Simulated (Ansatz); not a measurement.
TlBr:
```
TlBr
1.0
    0.00000     3.75193     3.75193
    3.75193     0.00000     3.75193
    3.75193     3.75193     0.00000
Br Tl
1 1
Direct
  0.75000   0.75000   0.75000
  0.00000   0.00000   0.00000
```

Relaxed with PBE. 

**Question.** HSE06 on this cell (Ansatz, a first-principles code, PAW) gives a gap of 3.74 eV. What does PBE give?

**Answer.** 2.95 eV.

Cost on shared cores: the PBE run (SCF on a 7×7×7 mesh, then bands and DOS) about 19 core-seconds (a rough figure), the HSE06 run (SCF on 5×5×5, then a few points) around 2.5 core-minutes (rough); the tasks are unlike.

Space group F-43m (zinc blende). The cell is a constructed one: a structure type filled with these elements; neither database checked (COD, Materials Project) lists it. COD files the formula under space group No. 221, so this cell is another polymorph or a model. Whether it is the stable phase at ambient conditions was not checked. The cell was relaxed with PBE under the symmetry of its start; phonons on a q-mesh show no instability. Scalar-relativistic: spin–orbit coupling is off unless named, which matters more the heavier the elements.

Potentials: the later of the program's two PAW sets.

Ansatz is a plane-wave DFT program.
